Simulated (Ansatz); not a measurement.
VN:
```yaml
crystal:
  lattice:
    - [0.00000, 2.02136, 2.02136]
    - [2.02136, 0.00000, 2.02136]
    - [2.02136, 2.02136, 0.00000]
  atoms:
    - { symbol: V, position: [0.00000, 0.00000, 0.00000] }
    - { symbol: N, position: [0.50000, 0.50000, 0.50000] }
```

Relaxed with LDA. Special points in fractions of this cell's reciprocal vectors: Γ (0.000, 0.000, 0.000); X (0.500, 0.000, 0.500); U (0.625, 0.250, 0.625); K (0.375, 0.375, 0.750); L (0.500, 0.500, 0.500); W (0.500, 0.250, 0.750).

Task: List the band energies nearest the Fermi level at these points for LDA in the plane-wave PAW code Ansatz.

Result: In eV from the Fermi level; about four levels below and three above (degenerate sets whole), none deeper than 8.9 eV; … stands for higher levels left out; points with the same levels are listed once.

```csv
k,below,above
Γ,-2.30 -2.30 -2.30 -1.68 -1.68 -1.68,…
X,-6.85 -4.18 -3.76 -3.76,0.54 1.37 1.37
U,-6.84 -6.74 -5.30 -1.26,0.97 1.46 3.00
L,-6.48 -6.48,0.68 0.68 1.64
W,-6.48 -6.48 -6.29,0.16 0.16 1.38
```

Space group Fm-3m (rock salt). The LDA relaxation kept the symmetry of its start; of distortions, only those at the zone centre were tested. No spin polarisation was allowed.

Potentials: the earlier of the program's two PAW sets.
